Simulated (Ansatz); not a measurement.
LiHS:
```
LiHS
1.0
    0.00000     2.78642    -2.77066
    0.00000     2.78642     2.77066
    6.10860     0.00000     0.00000
Li S H
2 2 2
Direct
  0.49980   0.50020   0.50000
  0.49980   0.50020   0.00000
  0.52848   0.99800   0.75000
  0.00200   0.47152   0.25000
  0.00539   0.12946   0.25000
  0.87054   0.99461   0.75000
```

Tensor components refer to the Cartesian frame of this cell.

Q: Give the high-frequency dielectric tensor and the Born effective charge tensors of the independent atoms from DFPT, r²SCAN in the plane-wave PAW code Ansatz.

A: 
ε∞:
```
2.97  0.00  0.00
0.00  2.98  0.00
0.00  0.00  2.98
```
Z* of atom 1 (Li), rows: field, columns: displacement, in e:
```
1.00  0.04  0.00
0.02  0.96  0.00
0.00  0.00  0.96
```
Z* of atom 3 (S), rows: field, columns: displacement, in e:
```
-1.10   0.00   0.00
 0.00  -1.09  -0.28
 0.00  -0.28  -1.08
```
Z* of atom 5 (H), rows: field, columns: displacement, in e:
```
0.10  0.00  0.00
0.00  0.12  0.03
0.00  0.03  0.12
```

Static charges for comparison (Bader): Li1 +0.89, S3 -0.85, H5 -0.04 e. Born charges measure polarisation by displacement and can exceed these by far.

Space group Ama2. The workflow started from an entry of the Crystallography Open Database (COD), which files this formula under 3 space groups. Its standing as an ambient phase is unchecked. The r²SCAN relaxation kept the symmetry of its start. At this level the phase is mechanically unstable.

Potentials: the later of the program's two PAW sets.
